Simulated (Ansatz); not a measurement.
Relaxed-ion elastic tensor of Nb$_{2}$InC in space group P6_3/mmc (No. 194; Nb on 4f, In on 2d, C on 2a) in GPa (Voigt order), the program Ansatz at the r²SCAN level (PAW); density 8.21 g/cm³, 15.82 Å³ per atom.

```tsv
	1	2	3	4	5	6
1	299	81.3	118	0.0	0.0	0.0
2	81.3	299	118	0.0	0.0	0.0
3	118	118	284	0.0	0.0	0.0
4	0.0	0.0	0.0	111	0.0	0.0
5	0.0	0.0	0.0	0.0	111	0.0
6	0.0	0.0	0.0	0.0	0.0	109
```

### Question
Is the crystal mechanically stable?

### Answer
Yes: the smallest eigenvalue of C is 109 GPa.

### Question
Work out the Voigt, Reuss and Hill averages.

### Answer
K_V = 169, K_R = 168, K_H = 168; G_V = 104, G_R = 102, G_H = 103 GPa.

### Question
Give Young's modulus, Poisson's ratio, Pugh's ratio and the universal anisotropy index.

### Answer
E = 9KG/(3K + G) = 256 GPa; ν = 0.25; K/G = 1.64 (brittle by the Pugh limit of 1.75); A_U = 5G_V/G_R + K_V/K_R − 6 = 0.09.

### Question
Estimate the sound speeds and the Debye temperature.

### Answer
v_l = √((K + 4G/3)/ρ) = 6100 m/s, v_t = √(G/ρ) = 3540 m/s, mean 3930 m/s; Θ = (h/k)(3n/4πV)^(1/3) v_m = 466 K.

### Question
How much does each axis shrink under pressure?

### Answer
Linear compressibilities β_i = Σ_j S_ij (j = 1 to 3): x 2.1, y 2.1, z 1.8 per TPa.

The first step of the workflow began from a Materials Project structure, measured or hypothetical; the Crystallography Open Database copy checked does not list it. Whether it is the stable phase at ambient conditions was not checked. Symmetry was held in the r²SCAN relaxation; its stability against distortions is not shown here. No spin polarisation was allowed. As this level gives no gap, shear constants depend on the k-mesh and smearing (Fermi–Dirac, 0.1 eV here).

Potentials: the later of the program's two PAW sets.
